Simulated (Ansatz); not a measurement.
Y3SbO7 in space group Cmcm (No. 63; Pearson symbol oS44), PBE (plane waves, PAW; program Ansatz), all energies at zero smearing, with the estimated change up to a 700 eV cutoff added, with one set of potentials and settings (totals compare only within such a set). Cell of 22 atoms (6 Y, 2 Sb, 14 O): -44035.570 eV.

```tsv
element	reference phase	E (eV/atom)
Y	P6_3/mmc, 2 atoms in the cell	-3848.6668
Sb	R-3m, 2 atoms in the cell	-6484.4916
O	C2/m, 4 atoms in the cell, spin-polarised	-565.0000
```

Formation energy per atom, worked out: (-44035.570 − 6×(-3848.6668) − 2×(-6484.4916) − 14×(-565.0000))/22 = -2.936 eV/atom (-283 kJ per mol of atoms), at 0 K, without zero-point energy or fitted corrections.

The workflow started from a Materials Project entry (that database holds measured and hypothetical structures alike); the Crystallography Open Database copy checked does not list it. Its standing as an ambient phase is unchecked. Symmetry was held in the PBE relaxation; whether a distortion lowers the energy is not shown. The run is not spin-polarised. The references are the lowest solids computed at this level, not always the standard phases (solids in place of the gases). Spin–orbit coupling is left out wherever it is not named.

Potentials: the later of the program's two PAW sets.
